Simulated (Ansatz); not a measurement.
Property card for TaRe$_{3}$

TaRe$_{3}$:
```
TaRe3
1.0
   -1.97084     1.97084     3.95248
    1.97084    -1.97084     3.95248
    1.97084     1.97084    -3.95248
Re Ta
3 1
Direct
  0.50000   0.50000   0.00000
  0.75000   0.25000   0.50000
  0.25000   0.75000   0.50000
  0.00000   0.00000   0.00000
```

Space group I4/mmm (No. 139); conventional cell a = b = 3.942 Å, c = 7.905 Å, α = β = γ = 90.00°.

Method: plane-wave PAW PBEsol (Ansatz code). Structure relaxed to zero pressure with the same functional. Other levels are named where they apply.

### Cell and energy

| Item | Value |
|---|---|
| Volume per atom | 15.35 Å³ |
| Density | 20.00 g/cm³ |
| Formation energy from the elements (no fitted shifts) | 0.10 eV/atom |

### Electronic structure

| Item | Result |
|---|---|
| Electronic character | metallic (no gap) |
| Density of states at the Fermi level | 0.96 states/eV per atom (mean over ±0.08 eV) |
| Gap with spin–orbit coupling | none (metallic) |

### Mechanics

| Quantity | Value |
|---|---|
| Bulk modulus (Birch–Murnaghan fit) | 329 GPa |
| Pressure derivative B′ | 4.2 |

### Phonons

| Item | Result |
|---|---|
| Highest zone-centre frequency | 229 cm⁻¹ |
| Zone-centre stability | no imaginary mode at Γ |

A made-up cell: these elements were put on the sites of a structure type; neither database checked (COD, Materials Project) lists it. Whether it is the stable phase at ambient conditions was not checked. Symmetry was held in the PBEsol relaxation. No spin polarisation was allowed. As this level gives no gap, phonon frequencies hold no LO–TO term and depend on the k-mesh and smearing (Fermi–Dirac, 0.1 eV here). Axis ratios of metals converge slowly with the k-mesh, so a and c are less sure than the volume. The references are the lowest solids computed at this level, not always the standard phases. Spin–orbit coupling is left out wherever it is not named.

Potentials: the earlier of the program's two PAW sets. The files were generated under PBE; for other functionals the program regenerates the frozen cores, and for LDA and PBEsol the local potential too.
